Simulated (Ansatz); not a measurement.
**Is this LaSc3F2 structure a true minimum?**

It was reached by relaxing an invented guess, and it needn't be the stable form of this composition.

All numbers below come from Ansatz 0.2.0, DFT PBE, scalar-relativistic, plane waves, PAW. Settings: cutoff 420 eV, Γ-centred mesh 6×6×6 on the computed 6-atom cell, Gaussian smearing of 0.10 eV; no spin polarisation.

The cell below (6 atoms, space group R-3m (No. 166)) is relaxed within its symmetry.

```yaml
crystal:
  lattice:
    - [3.55978, 2.05524, 3.02155]
    - [-3.55978, 2.05524, 3.02155]
    - [0.00000, -4.11048, 3.02155]
  atoms:
    - { symbol: La, position: [0.50000, 0.50000, 0.50000] }
    - { symbol: Sc, position: [0.00000, 0.00000, 0.50000] }
    - { symbol: Sc, position: [0.50000, 0.00000, 0.00000] }
    - { symbol: Sc, position: [0.00000, 0.50000, 0.00000] }
    - { symbol: F, position: [0.22695, 0.22695, 0.22695] }
    - { symbol: F, position: [0.77305, 0.77305, 0.77305] }
```

For the test a repeat of it with 12 atoms (edges 5.10, 5.10, 10.20 Å) was strained at random (σ = 1.5 % a component), the atoms were moved at random (σ = 0.10 Å), and all was relaxed again on a coarse 4×4×2 mesh (in the run’s order of axes) with 0.20 eV smearing, with no symmetry imposed.

Task: Is the structure stable against such a distortion?

Result: It returns, within 1 meV/atom of the unmoved cell on that mesh and with the same symmetry when read at 0.1 Å (C2 at 0.01 Å, so small strains and shifts remain). So it is stable against the distortions that fit this cell and that this random move excites. Modes that don't fit the cell aren't tested.
